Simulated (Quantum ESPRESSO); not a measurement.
**Band energies of YAs**

```
YAs
1.0
    0.00000     2.91294     2.91294
    2.91294     0.00000     2.91294
    2.91294     2.91294     0.00000
As Y
1 1
Direct
  0.50000   0.50000   0.50000
  0.00000   0.00000   0.00000
```

norm-conserving LDA (Quantum ESPRESSO, 80 Ry, without SOC); path ΓXWKΓLUWLK,UX; energies in eV from the Fermi level.

| k (1/Å) | point | band 9 | band 10 | band 11 | band 12 | band 13 | band 14 | band 15 | band 16 |
|---|---|---|---|---|---|---|---|---|---|
| 0.00 | Γ | -22.30 | -10.95 | 0.50 | 0.50 | 0.50 | 1.35 | 1.35 | 1.35 |
| 0.54 |  | -22.33 | -10.31 | -2.75 | -0.58 | -0.58 | 0.29 | 2.59 | 3.61 |
| 1.08 | X | -22.36 | -10.02 | -2.73 | -0.70 | -0.70 | -0.44 | 3.14 | 4.04 |
| 1.62 | W | -22.37 | -9.79 | -2.34 | -2.34 | -2.28 | 2.71 | 2.71 | 3.71 |
| 1.74 |  | -22.36 | -9.80 | -2.49 | -2.47 | -1.93 | 2.10 | 3.23 | 3.86 |
| 2.00 | K | -22.34 | -9.82 | -2.66 | -2.57 | -1.41 | 1.31 | 3.85 | 4.24 |
| 2.31 |  | -22.32 | -9.76 | -3.49 | -2.10 | -1.81 | 2.93 | 3.33 | 3.71 |
| 2.94 |  | -22.30 | -10.82 | -0.65 | -0.23 | -0.05 | 1.46 | 1.80 | 1.81 |
| 3.14 | Γ | -22.30 | -10.95 | 0.50 | 0.50 | 0.50 | 1.35 | 1.35 | 1.35 |
| 3.45 |  | -22.30 | -10.66 | -1.40 | -0.61 | -0.61 | 1.81 | 1.82 | 1.82 |
| 3.97 |  | -22.31 | -9.62 | -4.17 | -1.93 | -1.93 | 3.25 | 3.49 | 3.49 |
| 4.08 | L | -22.31 | -9.57 | -4.28 | -1.97 | -1.97 | 3.61 | 3.61 | 3.71 |
| 4.52 |  | -22.33 | -9.71 | -3.45 | -2.28 | -1.68 | 2.14 | 3.62 | 3.74 |
| 4.74 | U | -22.34 | -9.82 | -2.66 | -2.57 | -1.41 | 1.31 | 3.85 | 4.24 |
| 5.12 | W | -22.37 | -9.79 | -2.34 | -2.34 | -2.28 | 2.71 | 2.71 | 3.71 |
| 5.60 |  | -22.32 | -9.64 | -3.91 | -2.10 | -1.86 | 2.90 | 3.21 | 3.87 |
| 5.88 | L | -22.31 | -9.57 | -4.28 | -1.97 | -1.97 | 3.61 | 3.61 | 3.71 |
| 6.05 |  | -22.32 | -9.59 | -4.15 | -2.02 | -1.92 | 3.12 | 3.59 | 3.78 |
| 6.46 |  | -22.34 | -9.78 | -2.96 | -2.46 | -1.51 | 1.60 | 3.74 | 4.06 |
| 6.54 | K | -22.34 | -9.82 | -2.66 | -2.57 | -1.41 | 1.31 | 3.85 | 4.24 |
| 6.54 | U | -22.34 | -9.82 | -2.66 | -2.57 | -1.41 | 1.31 | 3.85 | 4.24 |
| 6.92 | X | -22.36 | -10.02 | -2.73 | -0.70 | -0.70 | -0.44 | 3.14 | 4.04 |

A metal at this level: along this path bands 11, 12, 13, 14 cross the Fermi level.

Spin-orbit splittings are left out.

Geometry of the Materials Project entry, not relaxed at this level.
